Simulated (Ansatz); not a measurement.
An elastic tensor (GPa, Voigt order, standard axes) from the program Ansatz at the PBEsol level (PAW):

```
 271  58.5  58.5   0.0   0.0   0.0
58.5   271  58.5   0.0   0.0   0.0
58.5  58.5   271   0.0   0.0   0.0
 0.0   0.0   0.0  83.0   0.0   0.0
 0.0   0.0   0.0   0.0  83.0   0.0
 0.0   0.0   0.0   0.0   0.0  83.0
```

### Question
Which compound is it?
(A) TaAs, CsCl type
(B) CoAs3, Im-3 (Co on 8c, As on 24g)
(C) YAs, rock salt
(D) VCo3, Cu3Au type

### Answer
B, CoAs3, Im-3 (Co on 8c, As on 24g)

The first step of the workflow began from a Materials Project structure, measured or hypothetical; the Crystallography Open Database files this formula in space group No. 204, but the cells were not matched. Its standing as an ambient phase is unchecked. Symmetry was held in the PBEsol relaxation; its stability against distortions is not shown here. No spin polarisation was allowed. As this level gives no gap, shear constants depend on the k-mesh and smearing (Fermi–Dirac, 0.1 eV here).

Potentials: the later of the program's two PAW sets.
